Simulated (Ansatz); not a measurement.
ScAl$_{3}$N$_{4}$:
```yaml
crystal:
  lattice:
    - [3.43598, 0.00000, 0.00000]
    - [-1.71799, 2.97564, 0.00000]
    - [0.00000, 0.00000, 8.38174]
  atoms:
    - { symbol: Al, position: [0.00000, 0.00000, 0.76119] }
    - { symbol: Al, position: [0.33333, 0.66667, 0.00000] }
    - { symbol: N, position: [0.00000, 0.00000, 0.00000] }
    - { symbol: N, position: [0.33333, 0.66667, 0.23660] }
    - { symbol: Al, position: [0.00000, 0.00000, 0.23881] }
    - { symbol: Sc, position: [0.33333, 0.66667, 0.50000] }
    - { symbol: N, position: [0.00000, 0.00000, 0.50000] }
    - { symbol: N, position: [0.33333, 0.66667, 0.76340] }
```

Cartesian axes are those of the cell as given.

### Question
Give the proper piezoelectric stress tensor with relaxed ions from r²SCAN (plane waves, PAW; program Ansatz).

### Answer
In C/m², rows x, y, z, Voigt columns; mesh uncertainty up to 0.00.
```
 0.00   0.00   0.00   0.00   0.00   0.15
 0.15  -0.15   0.00   0.00   0.00   0.00
 0.00   0.00   0.00   0.00   0.00   0.00
```

The elastic tensor of the same run (GPa):

|  | 1 | 2 | 3 | 4 | 5 | 6 |
|---|---|---|---|---|---|---|
| 1 | 302 | 180 | 131 | 0.0 | 0.0 | 0.0 |
| 2 | 180 | 302 | 131 | 0.0 | 0.0 | 0.0 |
| 3 | 131 | 131 | 337 | 0.0 | 0.0 | 0.0 |
| 4 | 0.0 | 0.0 | 0.0 | 190 | 0.0 | 0.0 |
| 5 | 0.0 | 0.0 | 0.0 | 0.0 | 190 | 0.0 |
| 6 | 0.0 | 0.0 | 0.0 | 0.0 | 0.0 | 60.9 |

### Question
Convert to strain constants d = e·S.

### Answer
In pC/N:
```
 0.0   0.0   0.0   0.0   0.0   2.5
 1.2  -1.2   0.0   0.0   0.0   0.0
 0.0   0.0   0.0   0.0   0.0   0.0
```

Space group P-6m2. The start of the workflow was typed in or built on a structure type; neither database checked (COD, Materials Project) lists it. Its standing as an ambient phase is unchecked. The cell was relaxed with r²SCAN under the symmetry of its start; whether a distortion lowers the energy is not shown. The run is not spin-polarised. Signs of piezoelectric constants follow the polarity of the cell as given.

Potentials: the earlier of the program's two PAW sets.
